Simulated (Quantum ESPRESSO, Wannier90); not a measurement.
Tight-binding from DFT: TiC (rock salt)

```
TiC
1.0
    0.00000     2.16572     2.16572
    2.16572     0.00000     2.16572
    2.16572     2.16572     0.00000
Ti C
1 1
Direct
  0.00000   0.00000   0.00000
  0.50000   0.50000   0.50000
```

Structure: Materials Project mp-631, symmetrised, not relaxed again. COD (Crystallography Open Database) has an entry of this formula and space group (matched by these alone). Computed values, not measurements, from PBEsol: Quantum ESPRESSO (norm-conserving PseudoDojo potentials, cutoff 68 Ry, no spin polarisation, no spin-orbit coupling) on a Γ-centred 12×12×12 mesh, then Wannier90. Density: 12×12×12 mesh, cold smearing 0.01 Ry.

The plane-wave run has 26 bands and 16 electrons a cell. On the energy scale of pw.x, whose zero is arbitrary, the Fermi level lies at 14.66 eV.

Isolated groups of bands, relative to the Fermi level (bands from 6 on overlap up to the last one computed):

```json
[
 {"bands": "1", "from (eV)": "-56.35", "to (eV)": "-56.25", "filling": "filled", "weight on atomic waves": "Ti 3s 94 %"},
 {"bands": "2–4", "from (eV)": "-33.00", "to (eV)": "-32.49", "filling": "filled", "weight on atomic waves": "Ti 3p 98 %"},
 {"bands": "5", "from (eV)": "-12.42", "to (eV)": "-8.89", "filling": "filled", "weight on atomic waves": "C 2s 63 %, Ti 3d 16 %, Ti 4s 15 %"}
]
```

Input w.win, without the blocks of cell, atoms and k-points (1728 lines):

```
num_bands = 22
num_wann = 13
exclude_bands = 1-4
num_iter = 800
conv_tol = 1.0e-6
conv_window = 4
dis_num_iter = 1000
dis_conv_tol = 1.0e-6
dis_froz_max = 16.16
write_hr = true
write_u_matrices = true
begin projections
Ti: s;p;d
end projections
mp_grid = 12 12 12
```

Question: Check the input against the numbers above: what is wrong, and how is it mended?

Answer: wannier90.x -pp stops with:
```
w90_readwrite_get_projections: too few projection functions defined
```
The projections block defines fewer trial orbitals than num_wann. Mended as below, all else unchanged, the run goes through (Ω_I = 8.9 Å²) and follows the plane-wave bands to 1.4 meV rms (states up to 1.0 eV relative to the Fermi level).
```
C: s;p
```
